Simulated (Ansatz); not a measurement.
# Computed frozen-phonon scan: MgO (rock salt)

Starting cell, MgO (rock salt):

```
MgO
1.0
    0.00000     4.25375     4.25375
    2.12687     0.00000     2.12687
    2.12687     2.12687     0.00000
O Mg
2 2
Direct
  0.00000   0.00000   0.00000
  0.50000   0.00000   0.00000
  0.25000   0.50000   0.50000
  0.75000   0.50000   0.50000
```

The atoms are displaced by Q × the pattern below (from a DFPT mode at L = (0.5, 0.0, 0.0), largest move 1; Q in Å), at fixed cell. (q is in reciprocal vectors of the primitive cell; the cell shown is doubled to hold the pattern.)

```json
[
 {"atom": "Mg3", "x": "0.577", "y": "-0.577", "z": "-0.577"},
 {"atom": "Mg4", "x": "-0.577", "y": "0.577", "z": "0.577"}
]
```

Atoms not listed stay in place.

Level of theory: PBE (plane waves to 420 eV, PAW, scalar-relativistic; Ansatz, a program for electronic structure). k mesh 13×13×13 (Γ-centred), Fermi-Dirac smearing 0.05 eV. E stands for the smeared free energy. Compression counts positive. MgO was relaxed with its symmetry unable to fall. ΔE is measured from the undisplaced structure.

| Q (Å) | ΔE (meV/cell) | −dE/dQ from forces (eV/Å) | P (GPa) |
|---|---|---|---|
| -0.180 | 803 | 8.893 | 4.05 |
| -0.150 | 558 | 7.424 | 2.81 |
| -0.120 | 357 | 5.948 | 1.80 |
| -0.090 | 201 | 4.466 | 1.02 |
| -0.060 | 89 | 2.979 | 0.46 |
| -0.030 | 22 | 1.490 | 0.12 |
| 0.000 | 0 | 0.000 | 0.01 |
| 0.030 | 22 | -1.490 | 0.12 |
| 0.060 | 89 | -2.979 | 0.46 |
| 0.090 | 201 | -4.466 | 1.02 |
| 0.120 | 357 | -5.948 | 1.80 |
| 0.150 | 558 | -7.424 | 2.81 |
| 0.180 | 803 | -8.893 | 4.05 |

Summary:

| Property | Value |
|---|---|
| Energy at Q = 0.180 Å | 803 meV/cell |
| Space group of the distorted cell | R-3m (No. 166), lowered from Fm-3m |
| Symmetry of the curve | even: the same for both signs |
| Shape of the curve | a single well with its minimum at or next to zero displacement |
| Harmonic wavenumber from the curvature (finite differences) | 527 cm⁻¹ |
| Wavenumber by perturbation theory (DFPT, on another k mesh) | 527 cm⁻¹ |

The 13 points together took about 110 core-seconds (a rough figure).

(A displaced cell: forces are minus the slopes of the energy, force constants its curvatures, and phonons follow from these.)
